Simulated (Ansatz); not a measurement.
LiCl (rock salt)

```
CELL_PARAMETERS angstrom
      0.00000     2.57516     2.57516
      2.57516     0.00000     2.57516
      2.57516     2.57516     0.00000
ATOMIC_POSITIONS crystal
  Li 0.00000 0.00000 0.00000
  Cl 0.50000 0.50000 0.50000
```

The slice is a {100} plane (indices of the conventional cell) through the point (0.500, 0.500, 0.500) (fractional), spanned by u = [100] and v = [0 1 -1] in vectors of this cell: u (3.64 Å) and v (3.64 Å, at 90° to u). It covers one period; positions are fractions (u, v).

All values below come from PBE (plane waves to 420 eV, PAW, scalar-relativistic; Ansatz, a quantum-chemistry and plane-wave program). k mesh 11×11×11. Near the nuclei the fields are pseudised (PAW); where an atom keeps semicore shells as valence, they peak there. LiCl was relaxed with its symmetry unable to fall.

Sketch the electron localisation function (ELF) on this plane as a map.


```
|xxxx999998641000146899999xxx|
|xxxx999998641000146899999xxx|
|xxx99999986310001368999999xx|
|9999999998631000136899999999|
|9999999987521000125789999999|
|9999999886310000013688999999|
|9999998864100000001468899999|
|9999988641000000000146889999|
|8888876410000010000014678888|
|7666653100003565300001356666|
|444332100004xxxxx40000123344|
|11111100003xxxxxxx3000011111|
|00000000005xxxxxxx5000000000|
|00000000016xxxxxxx6100000000|
|00000000005xxxxxxx5000000000|
|11111100003xxxxxxx3000011111|
|444332100004xxxxx40000123344|
|7666653100003565300001356666|
|8888876410000010000014678888|
|9999988641000000000146889999|
|9999998864100000001468899999|
|9999999886310000013688999999|
|9999999987521000125789999999|
|9999999998631000136899999999|
|xxx99999986310001368999999xx|
|xxxx999998641000146899999xxx|
|xxxx999998641000146899999xxx|
|xxxx999998741000147899999xxx|
```
Scale: ten equal steps from 0.01 (start of '0') to 0.88 (end of '9'), in the order '0123456789'. Values: electron localisation function (ELF). The map has 28 points along u (one character each, u = 0 at the left) and 28 along v (v = 0 in the bottom row). Points within 0.5 Å of a nucleus are blanked (x), as the pseudised field means little there.
